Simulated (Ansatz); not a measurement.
**Profile along the B–B line in CaB6 (space group Pm-3m)**

CaB6 (space group Pm-3m)

```yaml
crystal:
  lattice:
    - [4.13683, 0.00000, 0.00000]
    - [0.00000, 4.13683, 0.00000]
    - [0.00000, 0.00000, 4.13683]
  atoms:
    - { symbol: Ca, position: [0.00000, 0.00000, 0.00000] }
    - { symbol: B, position: [0.20192, 0.50000, 0.50000] }
    - { symbol: B, position: [0.79808, 0.50000, 0.50000] }
    - { symbol: B, position: [0.50000, 0.20192, 0.50000] }
    - { symbol: B, position: [0.50000, 0.79808, 0.50000] }
    - { symbol: B, position: [0.50000, 0.50000, 0.20192] }
    - { symbol: B, position: [0.50000, 0.50000, 0.79808] }
```

Fields along a shortest B–B line of a {110} plane (1.74 Å), from B to B, interpolated on the slice's grid (step about 0.3 Å). Computed with r2SCAN (plane waves to 500 eV, PAW, scalar-relativistic; Ansatz, a first-principles code). k mesh 8×8×8. Inside the PAW spheres the values are not all-electron values, and peaks at nuclei hang on which shells count as valence. CaB6 was relaxed with its symmetry unable to fall.

| distance from B (Å) | valence electron density (e/Å³) | electron localisation function |
|---|---|---|
| 0.00 | 0.22 | x |
| 0.17 | 0.36 | x |
| 0.35 | 0.70 | 0.14 |
| 0.52 | 0.86 | 0.50 |
| 0.70 | 0.85 | 0.74 |
| 0.87 | 0.83 | 0.78 |
| 1.04 | 0.85 | 0.73 |
| 1.22 | 0.85 | 0.51 |
| 1.39 | 0.70 | 0.15 |
| 1.57 | 0.37 | x |
| 1.74 | 0.22 | x |

x: too close to a nucleus for the ELF to mean much.

Density on the B–B line (1.74 Å) at its midpoint: 0.83 e/Å³. ELF at that point: 0.78. ELF maximum in the middle third of the B–B line: 0.78, 0.9 Å from B.
